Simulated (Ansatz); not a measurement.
AlRh3, a known structure type with other elements, at an estimated volume

```
Al Rh
1.0
     0.00000    4.26602    0.00000
     4.26602    0.00000    0.00000
     2.13301    2.13301   -4.13316
Al Rh
1 3
Direct
  0.00000 0.00000 0.00000
  0.50000 0.50000 0.00000
  0.25000 0.75000 0.50000
  0.75000 0.25000 0.50000
```

Method: LDA, spin-orbit coupling; PAW, plane waves to 420 eV, 7×7×7 Γ-centred mesh, fermi-dirac occupations (width 0.1 eV) (Ansatz 0.2.0), atoms fixed.

The state carries no moments; the state need not be the lowest.

Problem. Is there a gap?

Solution. It is a metal, with about 5.6 states/eV a cell as the mean within 0.25 eV of the Fermi level, mostly Rh d (93 %).

Problem. Give the Bader charges.

Solution. Bader charges in e: Al +1.12, Rh -0.39 to -0.33. In the mean Al gives up most and Rh takes most.

Problem. What is the formation energy?

Solution. 0.47 eV an atom against the elements' usual phases (free molecules for gases, crystals otherwise, with no correction for O₂ or N₂), so at this geometry it isn't bound against them. Relaxing would lower it.

Problem. Is the cell too large or too small?

Solution. The pressure is -38.2 GPa (compression positive), so with the atoms held at these fractions the cell would first shrink.

Origin: a known structure type with other elements, at an estimated volume, so it need not be a known compound. Caveats: atoms or cell far from equilibrium; the SCF threshold is loose for a stress.

Cost: 2.2 min on 2 threads of Intel(R) Xeon(R) Platinum 8259CL CPU @ 2.50GHz (Skylake/Cascade Lake) (shared host), peak memory 1.2 GiB (start from a saved density). The time holds forces, stress, Bader, DOS, bands, ELF.
